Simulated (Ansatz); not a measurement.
Cu (dhcp (α-La type), space group No. 194) at seven volumes, the program Ansatz at the r²SCAN level (PAW), shape and atoms relaxed at each. One row is withheld.

```tsv
V (Å³/atom)	P (GPa)
10.417	19.42
10.760	11.74
11.103	5.34
11.447	0.00
11.790	-4.44
12.134	-8.14
12.477	?
```

Task: Fit the shown pressures and predict the withheld one.

Result: P = (3/2)B₀(x^(7/2) − x^(5/2))[1 + (3/4)(B′ − 4)(x − 1)] with x = (V₀/V)^(2/3). Least squares on the six rows gives V₀ = 11.447 Å³/atom, B₀ = 162 GPa, B′ = 5.09. At V = 12.477, x = 0.9442 and P = -11.21 GPa. The run itself gave -11.22 GPa.

Space group P6_3/mmc (dhcp (α-La type)). The workflow started from a Materials Project entry (that database holds measured and hypothetical structures alike); the Crystallography Open Database copy checked does not list it. It is not the phase usual at ambient conditions (space group No. 225). The r²SCAN relaxation kept the symmetry of its start; of distortions, only those at the zone centre were tested. The run is not spin-polarised.

Potentials: the later of the program's two PAW sets.
